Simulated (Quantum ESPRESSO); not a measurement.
InMg2TaMo3Ti, a curve over one atom's position

Simulated, not a measurement. The program is pw.x of Quantum ESPRESSO 7.5 (plane-wave density functional theory). The cell is made up: eight metal atoms on a face-centred cubic lattice, with elements, volume, strain and displacements drawn at random and not relaxed, so it may be unstable or far from any real phase. PseudoDojo standard norm-conserving files set the functional (PBE unless stated); there is no spin polarisation or spin-orbit coupling, the Fermi-Dirac width of 0.25 eV means electrons at about 2900 K, and the masses in the input are unused placeholders. Heavy elements are run without spin-orbit coupling, which real alloys of them have. A spin test at this wide smearing found no moment, but such smearing suppresses magnetism that the real alloy may have.

Seven runs move atom 5 (Ti, counted in the order of the input) along z and keep all else fixed.

Input of the run at -0.0246:

```
&control calculation='scf', pseudo_dir='./dojo.nc.sr.pbe.v0_5.standard.upf', outdir='./o', disk_io='minimal', tprnfor=.true., tstress=.true. /
&system ibrav=0, nat=8, ntyp=5, nbnd=64, ecutwfc=84.00895049, nosym=.true., tot_charge=0,
 occupations='smearing', smearing='fd', degauss=0.0183746611
/
&electrons conv_thr=1.470e-08, electron_maxstep=70, mixing_beta=0.5 /
ATOMIC_SPECIES
In 1.0 In.upf
Mg 1.0 Mg.upf
Mo 1.0 Mo.upf
Ta 1.0 Ta.upf
Ti 1.0 Ti.upf
CELL_PARAMETERS angstrom
-4.1529 0.0 0.0
0.0 -4.1529 4.1529
0.0 6.2294 2.0765
ATOMIC_POSITIONS angstrom
In -0.0366 0.0009 -0.0543
Mg -0.0053 2.099 2.0843
Ta -0.0003 -2.0755 2.0575
Mo -0.019 0.0541 4.1779
Ti -2.0579 4.1293 2.0322
Mg -2.0518 0.0079 2.0629
Mo -2.0755 2.0313 4.1872
Mo -2.1317 -2.0528 4.1347
K_POINTS automatic
6 5 4 1 1 1
```

```
shift of atom 5 along z (Å)  free energy less that of the input shown (eV)  Fx on atom 5 (eV/Å)  Fy on atom 5 (eV/Å)  Fz on atom 5 (eV/Å)  pressure (GPa)  iterations
                    -0.0557                                        -0.0049               -0.224               -0.191               -0.079           -1.51          17
                    -0.0246                                         0.0000               -0.226               -0.192               -0.238           -1.57          17
                    +0.0268                                         0.0190               -0.229               -0.202               -0.502           -1.64          17
                    +0.0459                                         0.0295               -0.231               -0.207               -0.600           -1.65          15
                    +0.0614                                         0.0394               -0.232               -0.213               -0.681           -1.65          17
                    +0.0879                                         0.0592               -0.234               -0.224               -0.818           -1.64          17
                    +0.1113                                         0.0798               -0.235               -0.236               -0.941           -1.62          17
```

A cubic fit gives dFz/dz = -5.13 eV/Å² at zero shift. Across the table the energy follows minus the integral of the force to 0.2 meV. A rerun of one of the cells at a higher cutoff and on a denser mesh moved values by no more than 0.003 eV in energy, 0.02 GPa in stress and 0.013 eV/Å in force, and a second program with other atomic files agreed on that cell to 2 % rms in force and 0.5 GPa in pressure.